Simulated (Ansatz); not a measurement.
Mg3ZnO4:
```
Mg3ZnO4
1.0
    2.98576    -4.22638     0.00000
    2.98576     4.22638     0.00000
    0.00000     0.00000     2.99273
Mg Zn O
3 1 4
Direct
  0.50000   0.50000   0.00000
  0.00000   0.50000   0.50000
  0.50000   0.00000   0.50000
  0.00000   0.00000   0.00000
  0.25265   0.74735   0.00000
  0.74735   0.25265   0.00000
  0.74555   0.74555   0.50000
  0.25445   0.25445   0.50000
```

This is the PBEsol-relaxed structure.

Q: All from plane-wave PAW PBEsol (Ansatz code), unless another level is named. Predict the highest zone-centre frequency (without LO–TO term).

A: 68.6 meV.

Q: Next, the bulk modulus (Birch–Murnaghan fit)?

A: 164 GPa.

Space group Cmmm. The first step of the workflow began from a Materials Project structure, measured or hypothetical; the Crystallography Open Database copy checked does not list it. With Mg and Zn taken as one species the cell has the higher symmetry Fm-3m, so it may be an ordered model of a mixed-site phase. Whether it is the stable phase at ambient conditions was not checked. The PBEsol relaxation kept the symmetry of its start; of distortions, only those at the zone centre were tested.

Potentials: the later of the program's two PAW sets.
